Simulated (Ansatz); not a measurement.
ZrHg (L1₀ or tetragonal B2, P4/mmm), plane-wave PAW PBE (Ansatz code), all energies at zero smearing, with the estimated change up to a 700 eV cutoff added, with one set of potentials and settings (totals compare only within such a set). Cell of 2 atoms (1 Hg, 1 Zr): -17997.671 eV.

| element | reference phase | E (eV/atom) |
|---|---|---|
| Hg | P6_3/mmc, 2 atoms in the cell | -13813.4607 |
| Zr | P6_3/mmc, 2 atoms in the cell | -4183.8362 |

Formation energy per atom, worked out: (-17997.671 − 1×(-13813.4607) − 1×(-4183.8362))/2 = -0.187 eV/atom (-18 kJ per mol of atoms), at 0 K, without zero-point energy or fitted corrections.

The workflow started from an entry of the Crystallography Open Database (COD). Its standing as an ambient phase is unchecked. The PBE relaxation kept the symmetry of its start; its stability against distortions is not shown here. The run is not spin-polarised. The references are the lowest solids computed at this level, not always the standard phases. Scalar-relativistic: spin–orbit coupling is off unless named, which matters more the heavier the elements.

Potentials: the later of the program's two PAW sets.
